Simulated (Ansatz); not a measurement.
The end of the path is a generated cell of RbZnBr3: the first start was made by placing the elements on the sites of a structure type, and the end was not matched to a known phase here, so it may be hypothetical.

A geometry of RbZnBr$_{3}$ away from equilibrium: the start of the relaxation of a generated cell, RbZnBr3 built in the GdFeO3 structure type. Method: PBEsol (plane waves to 420 eV, PAW, scalar-relativistic; Ansatz, a program for electronic structure). Γ-centred k-mesh 3×2×3 on the run's cell (coarser than for final values), Fermi–Dirac smearing 0.05 eV.

```xyz
20
Lattice="7.3728 0.0000 0.0000 0.0000 10.4030 0.0000 0.0000 0.0000 7.3482" Properties=species:S:1:pos:R:3 pbc="T T T"
Rb     3.5957     2.6007     7.2864
Rb     7.2821     2.6007     3.7358
Rb     3.7771     7.8022     0.0617
Rb     0.0907     7.8022     3.6124
Zn     0.0000     0.0000     0.0000
Zn     3.6864     5.2015     3.6741
Zn     0.0000     5.2015     0.0000
Zn     3.6864     0.0000     3.6741
Br     0.2308     2.6007     0.4306
Br     3.9171     2.6007     3.2435
Br     7.1420     7.8022     6.9175
Br     3.4556     7.8022     4.1047
Br     2.1234     5.5864     1.5652
Br     5.8097    10.0180     2.1089
Br     5.2494     0.3849     5.7830
Br     1.5630     4.8166     5.2392
Br     5.2494     4.8166     5.7830
Br     1.5630     0.3849     5.2392
Br     2.1234    10.0180     1.5652
Br     5.8097     5.5864     2.1089
```

Which atoms carry the largest force, and which way does it point?

0.44 eV/Å, on Br13, Br14, Br15, Br16, Br17, Br18, Br19, Br20 (atoms numbered as listed); on Br13 its components are (-0.25, -0.34, 0.12).

What is the pressure?

-0.2 GPa, compression positive.

How far above the relaxed end point is this geometry?

0.03 eV/atom; the path ends in Pnma (No. 62) (AFLOW prototype AB3C_oP20_62_c_cd_a (as in CaTiO3)).

No spin polarisation in the result.

The run could not lose the symmetry of its start: the end is stationary, and may be a saddle point rather than a minimum.
